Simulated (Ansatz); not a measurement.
Input:

Bi$_{2}$Pt:
```
Bi2Pt
1.0
    3.45953     1.99775     0.00000
   -3.45953     1.99775     0.00000
   -0.00038     0.00000     5.55220
Bi Pt
2 1
Direct
  0.33335   0.66665   0.73248
  0.66665   0.33335   0.26752
  0.00000   0.00000   0.00000
```

This is the LDA-relaxed structure.

Q: All from LDA in the plane-wave PAW code Ansatz, unless another level is named. Estimate the bulk modulus (Birch–Murnaghan fit).

A: 57.6 GPa.

Q: Next, the highest zone-centre frequency?

A: 16.7 meV.

Space group P-3m1. The workflow started from a Materials Project entry (that database holds measured and hypothetical structures alike); the Crystallography Open Database copy checked does not list it. COD files the formula under space group No. 205. Its standing as an ambient phase is unchecked. The LDA relaxation kept the symmetry of its start; whether a distortion lowers the energy is not shown. The run is not spin-polarised. Spin–orbit coupling is left out wherever it is not named.

Potentials: the later of the program's two PAW sets.
